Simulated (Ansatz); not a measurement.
Input for Ansatz (plane-wave DFT, PAW):

```yaml
crystal:
  lattice:
    - [3.3151761835, 0.0, 0.0]
    - [0.0, 5.4956168484, 0.0]
    - [0.0, 0.0, 25.5270982406]
  atoms:
    - { symbol: Sb, position: [0.0, 0.25, 0.2938054271] }
    - { symbol: Sb, position: [0.0, 0.75, 0.3687852718] }
    - { symbol: Sb, position: [0.5, 0.25, 0.4062751941] }
    - { symbol: Sb, position: [0.5, 0.75, 0.4812550388] }
    - { symbol: Sb, position: [0.0, 0.25, 0.5187449612] }
    - { symbol: Sb, position: [0.0, 0.75, 0.5937248059] }
    - { symbol: Sb, position: [0.5, 0.25, 0.6312147282] }
    - { symbol: Sb, position: [0.5, 0.75, 0.7061945729] }
basis:
  ecutwfc: 420
kpoints:
  mp_grid: { grid: [10, 7, 1] }
hamiltonian:
  xc: pbesol
scf:
  occupations: { method: gaussian, width: 0.1 }
output:
  forces: true
  stress: true
  eigenvalues: true
efield:
  axis: 3
  dipole_correction: true
```

It can be run as
```bash
ansatz run input.yaml --threads 1 --pin off --backend cpu --events-out ev --progress --plain --runs-dir out  # memory cap (--max-ram) not shown
```

These are results of DFT PBEsol, scalar-relativistic, plane waves, PAW (Ansatz 0.2.0), not measurements.

Part of what the program printed, abridged:

```
Pseudopotentials: kind: paw
Pseudopotential: Sb, paw, valence charge 15, recommended cutoff 420 eV (normal)
Functional definition: PBEsol
Crystal: 8 atoms, lattice volume = 465.077 Å³
Basis set: ecut = 420 eV, 9113 PW (Γ), exchange–correlation on 48×80×360 points (8 copies of the dense FFT grid, shifted against one another)
Bands: 72, of which v1, the nominal top of the filled ones, is band 60 counted from 1 (59 counted from 0)
Symmetry: 4 space group operations
k-points: 24 of 70
Initial density: superposition of atomic densities (neutral atoms: chi_scale 0, normalization atom), corrected by the library's trained network
Initial wavefunctions: pseudopotential atomic-orbital guess
Functional: x = pbesol(κ = 0.804, μ = 0.12345679), c = pbesol(β = 0.046)
SCF iter   1: F=—  HF=-51261.532903 eV  |F-HF|=—  |Δ(HF+E_count)|=         —  Δρ=1.79e-3  dr2=1.82e-2  ethr=1.77e-3  p= 0.000 e·Å  D=-1.45e-14 V/Å  ΔV_dip=0.00 eV  dr2_dipole=8.23e-7  V_vac-E_F(+/−)=4.53/4.53 eV  ⟨swp⟩=11.7  Hψ=7758  notcnv=0
efield: sawtooth ramp at fractional position 0.9500 (placed from the atoms, in the widest stretch of the axis that holds none; the zero of the levels goes with the place), width 0.1000; the density the first Hamiltonian is built on has a dipole p =  0.000 e·Å; the dipole correction subtracts the counter field D = -1.45e-14 V/Å, which shifts the + side's vacuum level by +0.00 eV against the − side's; the planar-averaged density in the ramp window peaks in size at 7.8e-6 e/Å³
SCF iter   2: F=—  HF=-51261.525025 eV  |F-HF|=—  |Δ(HF+E_count)|=   7.88e-3  Δρ=5.27e-4  dr2=6.30e-3  ethr=1.51e-5  p= 0.000 e·Å  D=-1.14e-5 V/Å  ΔV_dip=0.00 eV  dr2_dipole=5.25e-7  V_vac-E_F(+/−)=4.49/4.49 eV  ⟨swp⟩=3.2  Hψ=4295  notcnv=0  defer=11
SCF iter   3: F=—  HF=-51261.524729 eV  |F-HF|=—  |Δ(HF+E_count)|=   2.96e-4  Δρ=3.53e-4  dr2=1.97e-3  ethr=5.25e-6  p= 0.000 e·Å  D=-4.15e-6 V/Å  ΔV_dip=0.00 eV  dr2_dipole=5.43e-8  V_vac-E_F(+/−)=4.47/4.47 eV  ⟨swp⟩=2.0  Hψ=2797  notcnv=0  defer=11
SCF iter   4: F=—  HF=-51261.524486 eV  |F-HF|=—  |Δ(HF+E_count)|=   2.43e-4  Δρ=1.66e-4  dr2=1.76e-4  ethr=1.64e-6  p= 0.000 e·Å  D=-9.16e-7 V/Å  ΔV_dip=0.00 eV  dr2_dipole=1.44e-9  V_vac-E_F(+/−)=4.45/4.45 eV  ⟨swp⟩=2.0  Hψ=2894  notcnv=0  defer=11
SCF iter   5: F=—  HF=-51261.524433 eV  |F-HF|=—  |Δ(HF+E_count)|=   5.25e-5  Δρ=3.33e-5  dr2=1.01e-5  ethr=1.47e-7  p= 0.000 e·Å  D=-3.48e-7 V/Å  ΔV_dip=0.00 eV  dr2_dipole=2.39e-12  V_vac-E_F(+/−)=4.45/4.45 eV  ⟨swp⟩=2.0  Hψ=2871  notcnv=0  defer=11
SCF iter   6: F=—  HF=-51261.524427 eV  |F-HF|=—  |Δ(HF+E_count)|=   5.81e-6  Δρ=8.40e-6  dr2=1.11e-6  ethr=8.44e-9  p= 0.000 e·Å  D=-7.96e-8 V/Å  ΔV_dip=0.00 eV  dr2_dipole=5.06e-13  V_vac-E_F(+/−)=4.45/4.45 eV  ⟨swp⟩=2.0  Hψ=2583  notcnv=0  defer=11
SCF iter   7: F=-51261.524427 eV  HF=-51261.524427 eV  |F-HF|=4.89e-9  |Δ(HF+E_count)|=   7.77e-8  Δρ=2.39e-6  dr2=4.13e-8  ethr=8.33e-11  p= 0.000 e·Å  D=-1.46e-8 V/Å  ΔV_dip=0.00 eV  dr2_dipole=8.13e-12  V_vac-E_F(+/−)=4.45/4.45 eV  ⟨swp⟩=11.5  Hψ=9056  notcnv=0
SCF 1 converged in 7 iterations: F = -51261.524427 eV  dr2 = 4.13e-8
SCF converged after 7 iterations
Free energy (F): -51261.524427 eV
Harris-Foulkes:  -51261.524427 eV  (|F-HF|=4.89e-9)
Internal energy: -51261.484549 eV  (E = F + TS)
E sigma→0 (E₀):  -51261.504488 eV
Entropy (-TS):   -0.039878 eV (-4.985 meV/atom)
Fermi energy:    2.922686 eV
Dipole field:    D = -0.000003 V/Å  (p = -0.000007 e·Å, saw-weighted, corrected)
Work function:   Φ+ = 4.4513 eV   Φ− = 4.4513 eV
Levels:          The Fermi level and band energies are counted from a zero that moves with the ramp; work functions are not
--- Per-component energies (eV) ---
  E_band       = -2185.716739
  E_kinetic    = 1651.892375
  E_local      = -101715.928083  (includes V_loc(G=0)·N_el)
  E_nonlocal   = 2906.366428
  E_hartree    = 49839.970538
  E_xc         = -1097.458940
  E_vxc        = -769.307596  (∫ρ·V_xc dr)
  E_paw        = -35989.465938  (= ΣΔE_a)
  E_vpaw       = -3938.695635  (= ΣTr[D̂ρ^β])
  E_aug_tail   = -0.000014  (compensation charges beyond the density's cutoff)
  E_efield     = 0.000000  (sawtooth field / dipole correction)
  E_vefield    = 0.000000  (∫n·V_field dr)
  E_ewald      = 33140.484230
  E_core_change = 2.654856  (= ΣΔE_core)
  E_smearing   = -0.039878  (= −TS)
--- Forces (eV/Å), atoms counted from 1 ---
  atom   1  Sb     0.00000000     0.00000000     0.74595534
  atom   2  Sb     0.00000000     0.00000000    -0.71807590
  atom   3  Sb     0.00000000     0.00000000    -0.13437539
  atom   4  Sb     0.00000000     0.00000000     0.30273220
  atom   5  Sb     0.00000000     0.00000000    -0.30273184
  atom   6  Sb     0.00000000     0.00000000     0.13437526
  atom   7  Sb     0.00000000     0.00000000     0.71807605
  atom   8  Sb     0.00000000     0.00000000    -0.74595498
--- Stress (GPa, compression-positive) ---
       -2.058244       0.000000       0.000000
        0.000000      -1.542069       0.000000
        0.000000       0.000000      -0.926543
  P = ⅓ Tr σ = -1.5090 GPa (-15.090 kbar)
--- Band table (eV; the first three rows and the last of 24) ---
  k-point 0: bands = ["-26.3900", "-26.3833", "-26.3529", "-26.3493", "-26.3429", "-26.3408", "-26.3381", "-26.3375", "-26.3354", "-26.3326", "-26.3270", "-26.3263", "-26.3144", "-26.3137", "-26.3112", "-26.3018", "-26.2986", "-26.2870", "-26.2844", "-26.2834", "-26.2807", "-26.2631", "-26.2610", "-26.2562", "-26.2561", "-26.2501", "-26.2487", "-26.2486", "-26.2275", "-26.2269", "-25.9706", "-25.9706", "-25.9202", "-25.9202", "-25.9067", "-25.9067", "-25.9041", "-25.9041", "-25.8959", "-25.8959", "-9.9821", "-9.1610", "-7.9594", "-6.4753", "-6.1521", "-5.9018", "-5.3823", "-4.8254", "-2.8321", "-1.9830", "-1.3376", "-0.7234", "-0.0640", "0.5657", "1.5168", "2.1015", "2.2612", "2.5509", "3.70 ...
  k-point 1: bands = ["-26.3893", "-26.3831", "-26.3549", "-26.3499", "-26.3431", "-26.3420", "-26.3418", "-26.3382", "-26.3313", "-26.3295", "-26.3279", "-26.3242", "-26.3142", "-26.3123", "-26.3116", "-26.3040", "-26.3018", "-26.2842", "-26.2832", "-26.2817", "-26.2807", "-26.2622", "-26.2606", "-26.2589", "-26.2546", "-26.2511", "-26.2507", "-26.2484", "-26.2270", "-26.2267", "-25.9705", "-25.9705", "-25.9202", "-25.9202", "-25.9069", "-25.9069", "-25.9039", "-25.9039", "-25.8959", "-25.8959", "-9.8811", "-9.0628", "-7.8711", "-6.7321", "-6.3264", "-6.0828", "-5.6106", "-5.0656", "-2.1692", "-1.6633", "-1.4115", "-0.4662", "-0.0202", "0.4816", "1.3779", "2.0069", "2.5706", "3.1356", "3.81 ...
  k-point 2: bands = ["-26.3876", "-26.3831", "-26.3575", "-26.3522", "-26.3438", "-26.3438", "-26.3432", "-26.3399", "-26.3301", "-26.3280", "-26.3213", "-26.3202", "-26.3193", "-26.3165", "-26.3063", "-26.3059", "-26.3028", "-26.2845", "-26.2798", "-26.2781", "-26.2769", "-26.2661", "-26.2601", "-26.2593", "-26.2566", "-26.2558", "-26.2517", "-26.2459", "-26.2263", "-26.2262", "-25.9705", "-25.9705", "-25.9202", "-25.9202", "-25.9072", "-25.9072", "-25.9036", "-25.9036", "-25.8960", "-25.8960", "-9.5794", "-8.7713", "-7.6249", "-7.5612", "-6.7669", "-6.3320", "-5.7129", "-5.5685", "-1.8313", "-1.1228", "-0.7051", "-0.2853", "0.3517", "0.6108", "1.6382", "2.3548", "2.6487", "3.7932", "4.110 ...
  k-point 23: bands = ["-26.3676", "-26.3676", "-26.3582", "-26.3582", "-26.3511", "-26.3511", "-26.3474", "-26.3474", "-26.3252", "-26.3252", "-26.3213", "-26.3213", "-26.3006", "-26.3006", "-26.2889", "-26.2889", "-26.2851", "-26.2851", "-26.2627", "-26.2627", "-26.2612", "-26.2612", "-26.2518", "-26.2518", "-26.2499", "-26.2499", "-26.2403", "-26.2403", "-26.2097", "-26.2097", "-25.9441", "-25.9441", "-25.9194", "-25.9194", "-25.9118", "-25.9118", "-25.9051", "-25.9051", "-25.8764", "-25.8764", "-6.0293", "-6.0293", "-5.5449", "-5.5449", "-5.5167", "-5.5167", "-4.9133", "-4.9133", "-2.2041", "-2.2041", "-1.8420", "-1.8420", "-1.1476", "-1.1476", "-0.2520", "-0.2520", "1.5120", "1.5120", " ...
```

The run converged.